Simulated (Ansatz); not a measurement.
HfSi$_{2}$:
```yaml
crystal:
  lattice:
    - [0.00000, 3.12812, 3.12812]
    - [3.12812, 0.00000, 3.12812]
    - [3.12812, 3.12812, 0.00000]
  atoms:
    - { symbol: Hf, position: [0.00000, 0.00000, 0.00000] }
    - { symbol: Si, position: [0.25000, 0.25000, 0.25000] }
    - { symbol: Si, position: [0.75000, 0.75000, 0.75000] }
```

Relaxed with PBE. Special points in fractions of this cell's reciprocal vectors: Γ (0.000, 0.000, 0.000); X (0.500, 0.000, 0.500); U (0.625, 0.250, 0.625); K (0.375, 0.375, 0.750); L (0.500, 0.500, 0.500); W (0.500, 0.250, 0.750).

**Question.** List the band energies nearest the Fermi level at these points for PBE (plane waves, PAW; program Ansatz).

**Answer.** In eV from the Fermi level; about four levels below and three above (degenerate sets whole), none deeper than 8.9 eV; points with the same levels are listed once.

```csv
k,below,above
Γ,-3.60 -3.60 -3.60 -3.50,0.34 0.34 2.94 2.94 2.94
X,-5.72 -2.67 -2.67 -0.33,0.02 0.02 1.93
U,-5.16 -3.25 -2.51 -0.77,0.26 1.11 2.10
L,-2.88 -2.88 -1.46 -0.39 -0.39,0.33 1.14 1.14
W,-4.94 -4.39 -1.27 -1.27,0.06 1.22 2.22
```

Space group Fm-3m (fluorite). The cell is a constructed one: a structure type filled with these elements; neither database checked (COD, Materials Project) lists it. COD files the formula under space group No. 63, so this cell is another polymorph or a model. Whether it is the stable phase at ambient conditions was not checked. The PBE relaxation kept the symmetry of its start; its stability against distortions is not shown here. No spin polarisation was allowed. Scalar-relativistic: spin–orbit coupling is off unless named, which matters more the heavier the elements.

Potentials: the later of the program's two PAW sets.
